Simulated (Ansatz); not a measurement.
MoS$_{2}$ (3R-MoS2 type, space group R3m)

```yaml
crystal:
  lattice:
    - [1.57655, 0.91022, 5.99710]
    - [-1.57655, 0.91022, 5.99710]
    - [0.00000, -1.82045, 5.99710]
  atoms:
    - { symbol: Mo, position: [0.00002, 0.00002, 0.00002] }
    - { symbol: S, position: [0.75355, 0.75355, 0.75355] }
    - { symbol: S, position: [0.57974, 0.57974, 0.57974] }
```

The volume is varied about the relaxed value V₀ at fixed cell shape. The atoms relax within the cell's symmetry.

Computed with PBE-D3(BJ) (plane waves to 420 eV, PAW, scalar-relativistic; Ansatz, an electronic-structure program). k mesh 12×12×12 (Γ-centred), Fermi-Dirac smearing 0.05 eV. The energy includes the smearing's −TS. With the shape held, the modulus is that of even scaling; a crystal free to change shape is softer. MoS2 is run without spin polarisation. MoS2 was relaxed with its symmetry unable to fall. This is one of several known forms of MoS2; the measured ambient cells at hand have space group No. 194. The zero of ΔE is the relaxed starting cell.

```
V (Å³/atom)  ΔE (meV/atom)
-----------  -------------
14.458               145.4
14.917                95.4
15.376                57.8
15.835                30.8
16.294                13.0
16.753                 3.1
17.212                 0.0
17.671                 2.8
18.130                10.8
18.589                23.2
19.048                39.7
19.507                59.5
19.966                82.5
```

Q: What is the fitted pressure derivative B₀′?

A: 4.3.

Q: What bulk modulus at fixed cell shape B₀ follows from a third-order Birch-Murnaghan fit?

A: 77.9 GPa. Check by three points about V = 17.212 Å³/atom, step 0.459: d²E/dV² ≈ (3.1 − 2·0.0 + 2.8) meV / 0.459² = 0.0280 eV/Å⁶, and V·d²E/dV² × 160.2 = 77.2 GPa.

(A scan under strain: stresses follow from slopes of the energy per volume, elastic moduli from its curvatures.)
